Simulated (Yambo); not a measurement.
Absorption of Rb$_{2}$KScF$_{6}$ (space group Fm-3m, No. 225) with and without the electron-hole interaction (Yambo, LDA bands; 4×4×4 mesh, 18 valence and 11 conduction bands, static screening with 112 bands and a 3 Ry block, scissor 3.87 eV, Tamm-Dancoff; field along x).

```tsv
E (eV)	Im ε, BSE	Im ε, independent quasiparticles
6.50	0.04	0.01
6.60	0.04	0.01
6.70	0.04	0.01
6.80	0.05	0.01
6.90	0.05	0.01
7.00	0.06	0.01
7.10	0.07	0.01
7.20	0.08	0.01
7.30	0.09	0.01
7.40	0.11	0.01
7.50	0.13	0.01
7.60	0.18	0.01
7.70	0.26	0.02
7.80	0.38	0.02
7.90	0.41	0.02
8.00	0.39	0.02
8.10	0.48	0.02
8.20	0.73	0.02
8.30	1.03	0.02
8.40	0.98	0.02
8.50	0.99	0.02
8.60	1.36	0.02
8.70	2.19	0.03
8.80	3.36	0.03
8.90	3.20	0.03
9.00	1.86	0.03
9.10	1.12	0.04
9.20	0.82	0.04
9.30	0.75	0.04
9.40	0.85	0.05
9.50	1.15	0.05
9.60	1.31	0.06
9.70	1.13	0.07
9.80	1.16	0.08
9.90	1.60	0.10
10.00	2.56	0.13
10.10	3.35	0.16
10.20	2.91	0.17
10.30	2.62	0.18
10.40	2.11	0.22
10.50	1.58	0.29
10.60	1.13	0.41
10.70	0.93	0.64
10.80	0.79	0.81
10.90	0.82	0.85
11.00	0.89	0.86
11.10	0.92	1.06
11.20	0.91	1.53
11.30	0.84	2.24
11.40	0.96	2.78
11.50	0.92	2.69
11.60	0.83	2.11
11.70	0.81	1.55
11.80	0.67	1.32
11.90	0.64	1.31
12.00	0.59	1.25
12.10	0.60	1.01
12.20	0.65	0.83
12.30	0.56	0.75
12.40	0.57	0.78
12.50	0.58	0.89
12.60	0.61	1.07
12.70	0.59	1.28
12.80	0.51	1.48
12.90	0.51	1.72
13.00	0.45	1.91
13.10	0.45	1.93
13.20	0.43	1.89
13.30	0.39	2.04
13.40	0.36	2.24
```

The scissor comes from a G0W0 run whose convergence isn't established. Broadening 0.15 eV. The band window holds all transitions up to 13.8 eV. Fine structure above the onset can come from the mesh.

Geometry of the Materials Project entry, not relaxed at this level; primitive cell a = b = c = 6.5046 Å, α = β = γ = 60.00°.

The structure is a Materials Project entry; no match was found in the copy of COD used, and its stability was not checked.
